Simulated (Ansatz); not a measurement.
This run works on a proposed trial structure, not on a known crystal.

Input and command of a plane-wave DFT calculation in Ansatz:

```yaml
crystal:
  lattice:
    - [4.1500622591, 0.0, 0.0]
    - [0.0, 4.1500622591, 0.0]
    - [0.0, 0.0, 11.1512237561]
  atoms:
    - { symbol: Zn, position: [0.0, 0.5, 0.0636669771] }
    - { symbol: Zn, position: [0.5, 0.0, 0.9363330229] }
    - { symbol: Zn, position: [0.5, 0.0, 0.3544678036] }
    - { symbol: Zn, position: [0.0, 0.5, 0.6455321964] }
    - { symbol: Te, position: [0.5, 0.5, 0.2101394242] }
    - { symbol: Te, position: [0.5, 0.5, 0.7898605758] }
    - { symbol: Te, position: [0.0, 0.0, 0.5] }
    - { symbol: O, position: [0.0, 0.0, 0.0] }
basis:
  ecutwfc: 420
kpoints:
  mp_grid: { grid: [8, 8, 4] }
hamiltonian:
  xc: pbe
scf:
  occupations: { method: gaussian, width: 0.02 }
output:
  forces: true
  stress: true
  eigenvalues: true
relax:
  adjacent_minimum: "off"
  f_tol: 0.01
  max_steps: 80
  cell: { stress_tol: 0.05 }
```

```bash
ansatz run input.yaml --threads 1 --pin off --max-ram 2560MiB --backend cpu --events-out ev --progress --plain --runs-dir out
```

Processor: Intel(R) Xeon(R) 6975P-C (Granite Rapids), 1 thread, on a host shared with other jobs.

Question: How long does it run, and how much memory does it take?

Answer: About 91 s, peak memory 0.73 GiB. It solves 62 bands at 45 k points (after reduction by symmetry) with about 3717 plane waves (on the last cell), in 23 SCF iterations over 3 ionic steps.
